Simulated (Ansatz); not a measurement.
SnO2:
```
CELL_PARAMETERS angstrom
      3.54943     0.00000     0.00000
      0.00000     3.54943     0.00000
      0.00000     0.00000     5.42846
ATOMIC_POSITIONS crystal
  Sn 0.00000 0.00000 0.00000
  Sn 0.50000 0.50000 0.50000
  O  0.00000 0.50000 0.17716
  O  0.00000 0.50000 0.67716
  O  0.50000 0.00000 0.32284
  O  0.50000 0.00000 0.82284
```

Relaxed with r²SCAN. Special points in fractions of this cell's reciprocal vectors: Γ (0.000, 0.000, 0.000); X (0.000, 0.500, 0.000); M (0.500, 0.500, 0.000); Z (0.000, 0.000, 0.500); R (0.000, 0.500, 0.500); A (0.500, 0.500, 0.500).

Question: List the band energies nearest the valence-band maximum at these points for r²SCAN (plane waves, PAW; program Ansatz).

Answer: In eV from the valence-band maximum; about four levels below and three above (degenerate sets whole), none deeper than 8.9 eV; … stands for higher levels left out; points with the same levels are listed once.

```json
[
 {"k": "Γ", "below": "-0.80 -0.38 -0.13 -0.13", "above": "1.70 4.89 8.24"},
 {"k": "X", "below": "-1.17 -1.17 -0.48 -0.48", "above": "5.31 5.31 8.66 8.66"},
 {"k": "M", "below": "-0.41 -0.41 0.00 0.00", "above": "6.57 6.57 8.42 8.42"},
 {"k": "Z", "below": "-1.10 -1.10 -0.08 -0.08", "above": "4.23 4.23 7.36 7.36"},
 {"k": "R", "below": "-1.32 -1.32 -1.24 -1.24", "above": "5.58 5.58 9.33 9.33"},
 {"k": "A", "below": "-0.43 -0.43 -0.40 -0.40", "above": "6.94 6.94 …"}
]
```

Space group P4_2/nmc. A made-up cell: these elements were put on the sites of a structure type; neither database checked (COD, Materials Project) lists it. It is not the phase usual at ambient conditions (space group No. 136). Symmetry was held in the r²SCAN relaxation. At this level the phase is mechanically unstable. Spin–orbit coupling is left out wherever it is not named.

Potentials: the later of the program's two PAW sets.
